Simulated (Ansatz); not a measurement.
GaN, first-principles data

GaN:
```
CELL_PARAMETERS angstrom
      2.96716     0.00000     0.00000
     -1.48358     2.56963     0.00000
      0.00000     0.00000     5.03272
ATOMIC_POSITIONS crystal
  Ga 0.00000 0.00000 0.00000
  Ga 0.00000 0.00000 0.50000
  N  0.33333 0.66667 0.25000
  N  0.66667 0.33333 0.75000
```

Space group P6_3/mmc (No. 194), NiAs type; conventional cell a = b = 2.967 Å, c = 5.033 Å, α = β = 90.00°, γ = 120.00°.

Method: DFT-r²SCAN in the program Ansatz with PAW potentials. Geometry: relaxed at this level of theory. Other levels are named where they apply.

### Cell and energy

```json
{
 "volume_per_atom": "9.59 Å³",
 "density": "7.25 g/cm³",
 "Formation energy from the elements (no fitted shifts)": "-0.023 eV/atom"
}
```

### Electronic structure

```json
{
 "band_gap": "1.90 eV (indirect)",
 "valence_band_maximum": "on the Γ–M line, 30 % of the way from Γ",
 "conduction_band_minimum": "at K (2 equivalent valleys)",
 "smallest_direct_gap_on_the_standard_path": "2.26 eV",
 "electron_effective_mass": "0.23, 0.35, 0.35 mₑ (principal values)",
 "Electron effective mass with spin–orbit coupling": "0.23, 0.35, 0.35 mₑ (principal values)",
 "hole_effective_mass": "0.24, 1.8, 2.8 mₑ (principal values)",
 "Hole effective mass with spin–orbit coupling": "0.24, 1.8, 2.8 mₑ (principal values)",
 "HSE06 gap on the r²SCAN cell": "2.67 eV",
 "Gap with spin–orbit coupling": "1.90 eV"
}
```

### Mechanics

```json
{
 "Bulk modulus (Birch–Murnaghan fit)": "230 GPa",
 "Pressure derivative B′": "4.5",
 "Elastic constants (relaxed ions, GPa)": "C11 = 424, C12 = 178, C13 = 54.0, C33 = 673, C44 = 8.0",
 "mechanical_stability": "stable (all eigenvalues of C positive)"
}
```

### Charges

```json
{
  "bader_charges": "Ga +1.71, N -1.71 e"
}
```

The start of the workflow was typed in or built on a structure type; the Crystallography Open Database copy checked does not list it. It is not the phase usual at ambient conditions (space group No. 186, 216). Symmetry was held in the r²SCAN relaxation; its stability against distortions is not shown here. The references are the lowest solids computed at this level, not always the standard phases (solids in place of the gases). Spin–orbit coupling is left out wherever it is not named.

Potentials: the later of the program's two PAW sets.
